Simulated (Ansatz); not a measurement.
Telling polymorphs of SrCaLaBiO6 apart by Sr-87

All values are calculated (Ansatz; DFT, PBE, plane waves and PAW, scalar-relativistic, 420 eV cutoff), not measured. Q(Sr-87) = 305.0 mb, I = 9/2. The cells come from the Materials Project (computed, not necessarily observed phases), with the atoms as given or relaxed (PBE, cell held). Forces reach 0.2 eV/Å in them. Spin–orbit coupling is left out, which moves gradients at and beside heavy atoms (Bi, La) by some per cent and at some sites by far more.

Task: A calculated Sr-87 parameter set reads: |C_Q| = 63.2 MHz, η = 1.00. Which structure does it belong to?
A.
SrCaLaBiO6
Space group Pc (No. 7); a = 5.9068, b = 6.1288, c = 10.3574 Å, β = 124.69°.

```
site  Wyckoff  site symmetry       x       y       z
  Sr       2a              1  0.7637  0.7964  0.7513
  Ca       2a              1  0.4995  0.7542  0.0011
  La       2a              1  0.2358  0.3071  0.7545
  Bi       2a              1  0.9999  0.2471  0.0006
  O9       2a              1  0.8928  0.9515  0.0658
 O10       2a              1  0.1294  0.4753  0.4318
 O13       2a              1  0.7662  0.4450  0.0522
 O14       2a              1  0.2350  0.9354  0.4403
 O17       2a              1  0.3404  0.6939  0.7376
 O18       2a              1  0.6372  0.2022  0.7648
```
B.
SrCaLaBiO6
Space group P-4n2 (No. 118); a = 5.9771, c = 8.6366 Å.

| site | Wyckoff | site symmetry | x | y | z |
| --- | --- | --- | --- | --- | --- |
| Sr | 2d | 2.22 | 0.5000 | 0.0000 | 0.2500 |
| Ca | 2b | -4.. | 0.0000 | 0.0000 | 0.5000 |
| La | 2c | 2.22 | 0.0000 | 0.5000 | 0.2500 |
| Bi | 2a | -4.. | 0.0000 | 0.0000 | 0.0000 |
| O9 | 4e | 2.. | 0.0000 | 0.0000 | 0.2436 |
| O13 | 8i | 1 | 0.3200 | 0.1570 | 0.9866 |

Result: B. SrCaLaBiO6 in P-4n2 gives |C_Q| = 63.2 MHz, η = 1.00; there Sr has 8 O at 2.69–2.99 Å. SrCaLaBiO6 in Pc gives |C_Q| = 43.3 MHz, η = 0.34; there Sr has 8 O at 2.50–3.07 Å.

The crystals are a selection from a larger pool of database entries, not a random sample of it.
